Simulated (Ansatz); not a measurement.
Input:

W$_{2}$C:
```cif
data_C3W6
_chemical_formula_sum 'W6 C3'
_space_group_name_H-M_alt 'P 1'
_space_group_IT_number 1
_cell_length_a 6.46003
_cell_length_b 6.46003
_cell_length_c 3.03003
_cell_angle_alpha 90.000
_cell_angle_beta 90.000
_cell_angle_gamma 120.000
loop_
_space_group_symop_operation_xyz
  'x, y, z'
loop_
_atom_site_label
_atom_site_type_symbol
_atom_site_fract_x
_atom_site_fract_y
_atom_site_fract_z
_atom_site_occupancy
W1 W 0.25120 0.00000 0.00000 1
W2 W 0.00000 0.25120 0.00000 1
W3 W 0.74880 0.74880 0.00000 1
W4 W 0.59059 0.00000 0.50000 1
W5 W 0.00000 0.59059 0.50000 1
W6 W 0.40941 0.40941 0.50000 1
C1 C 0.00000 0.00000 0.50000 1
C2 C 0.33333 0.66667 0.00000 1
C3 C 0.66667 0.33333 0.00000 1
```

This is the PBE-relaxed structure.

Question: All from DFT-PBE in the program Ansatz with PAW potentials, unless another level is named. Predict the electronic character.

Answer: metallic (no gap).

Question: What about the formation energy from the elements (no fitted shifts)?

Answer: 0.60 eV/atom.

Question: Predict the density of states at the Fermi level.

Answer: 0.55 states/eV per atom (mean over ±0.08 eV).

Space group P-62m. A made-up cell: these elements were put on the sites of a structure type; neither database checked (COD, Materials Project) lists it. Its standing as an ambient phase is unchecked. The PBE relaxation kept the symmetry of its start; its stability against distortions is not shown here. No spin polarisation was allowed. The references are the lowest solids computed at this level, not always the standard phases. Scalar-relativistic: spin–orbit coupling is off unless named, which matters more the heavier the elements.

Potentials: the later of the program's two PAW sets.
